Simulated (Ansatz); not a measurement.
NaCl$_{3}$ (A15 (Cr3Si type), Pm-3n), the program Ansatz at the r²SCAN level (PAW), all energies at zero smearing, with the estimated change up to a 700 eV cutoff added, with one set of potentials and settings (totals compare only within such a set). Cell of 8 atoms (2 Na, 6 Cl): -9484.633 eV.

```json
[
 {"element": "Na", "reference phase": "C2/m, 3 atoms in the cell", "E (eV/atom)": "-1488.6146"},
 {"element": "Cl", "reference phase": "Cmce, 4 atoms in the cell", "E (eV/atom)": "-1083.6259"}
]
```

Formation energy per atom, worked out: (-9484.633 − 2×(-1488.6146) − 6×(-1083.6259))/8 = -0.706 eV/atom (-68 kJ per mol of atoms), at 0 K, without zero-point energy or fitted corrections.

The first step of the workflow began from a Materials Project structure, measured or hypothetical; the Crystallography Open Database copy checked does not list it. Its standing as an ambient phase is unchecked. The cell was relaxed with r²SCAN under the symmetry of its start. At this level the phase is dynamically unstable (imaginary phonons). The references are the lowest solids computed at this level, not always the standard phases (solids in place of the gases).

Potentials: the later of the program's two PAW sets.
